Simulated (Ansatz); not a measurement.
C in space group P6/mmm (No. 191; C on 2c) at seven volumes, DFT-r²SCAN+D4 in the program Ansatz with PAW potentials, shape and atoms relaxed at each. One row is withheld.

```
V (Å³/atom)  P (GPa)
-----------  -------
8.501           4.50
8.781           2.40
9.061           1.06
9.342           0.02
9.622          -0.76
9.902              ?
10.182         -1.50
```

Problem. Fit the shown pressures and predict the withheld one.

Solution. P = (3/2)B₀(x^(7/2) − x^(5/2))[1 + (3/4)(B′ − 4)(x − 1)] with x = (V₀/V)^(2/3). Least squares on the six rows gives V₀ = 9.335 Å³/atom, B₀ = 29.3 GPa, B′ = 11.18. At V = 9.902, x = 0.9615 and P = -1.22 GPa. The run itself gave -1.24 GPa.

The workflow started from a Materials Project entry (that database holds measured and hypothetical structures alike); the Crystallography Open Database copy checked does not list it. It is not the phase usual at ambient conditions (space group No. 194, 227). The cell was relaxed with r²SCAN+D4 under the symmetry of its start. At this level the phase is mechanically unstable.

Potentials: the later of the program's two PAW sets.
